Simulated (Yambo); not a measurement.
# YOF: sweep of GW parameters

G0W0@PBEsol for YOF (space group R-3m, No. 166) in Yambo. Reference settings: 4×4×4 Γ-centred k mesh, 123 bands and a 7 Ry block in the screening, 123 bands in G with the Bruneval-Gonze terminator, plasmon pole fitted at 27.2 eV. The PBEsol gap (0, 0.25, -0.25) → (0.25, -0.5, -0.25) on this mesh is 5.34 eV; G0W0 gaps are taken between the same points.

```csv
change from the reference,"G0W0 gap (0, 0.25, -0.25) → (0.25, -0.5, -0.25) (eV)",shift of the valence edge (eV),rough Yambo cost
reference settings,7.55,-0.91,1
53 bands in G,7.61,-0.87,–
wavefunctions cut at 25 Ry,7.52,-0.85,about 1/4
"53 bands in G, no terminator",7.66,-0.25,–
no terminator,7.54,-0.71,–
```

The reference isn't shown to be the converged limit. Costs are rough (shared machines), scaled to the same edge states, and given only for runs that recompute the screening. The mesh misses a band edge: along a dense path the PBEsol gap is 4.94 eV against 5.34 eV on the mesh.

Geometry of the Materials Project entry, not relaxed at this level; primitive cell a = 6.6671 Å, b = 6.6671 Å, c = 6.6671 Å, α = 33.08°, β = 33.08°, γ = 33.08°.

A shift is the quasiparticle energy of the state minus its PBEsol energy.
